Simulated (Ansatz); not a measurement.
**Question.** Each is relaxed and computed with PBEsol (plane waves, PAW; program Ansatz). Which is the only metal?
A. NbAgO3, cubic perovskite
B. In2Si2O7, C2/m (Pearson symbol mS22)
C. NbAs2, C2/m (Nb on 4i, As on 4i, As on 4i)
D. BAs, P6_222 (B on 3d, As on 3c)

**Answer.** C, NbAs2, C2/m (Nb on 4i, As on 4i, As on 4i). NbAs2: metal; BAs: gap 0.31 eV (indirect); NbAgO3: gap 1.40 eV (indirect); In2Si2O7: gap 2.87 eV (direct). Typed or built starts, not in the databases checked: BAs, P6_222 (B on 3d, As on 3c). Not the usual ambient phase: BAs, P6_222 (B on 3d, As on 3c). Standing as an ambient phase not checked: NbAs2, C2/m (Nb on 4i, As on 4i, As on 4i); NbAgO3, cubic perovskite; In2Si2O7, C2/m (Pearson symbol mS22). Unstable at this level: NbAgO3, cubic perovskite. All cells were relaxed under the symmetry of their starts (and spin orders); stability against distortions was not tested throughout. Rows with no word on spin ran without spin polarisation. Spin–orbit coupling is left out wherever it is not named.

Potentials: the later of the program's two PAW sets.
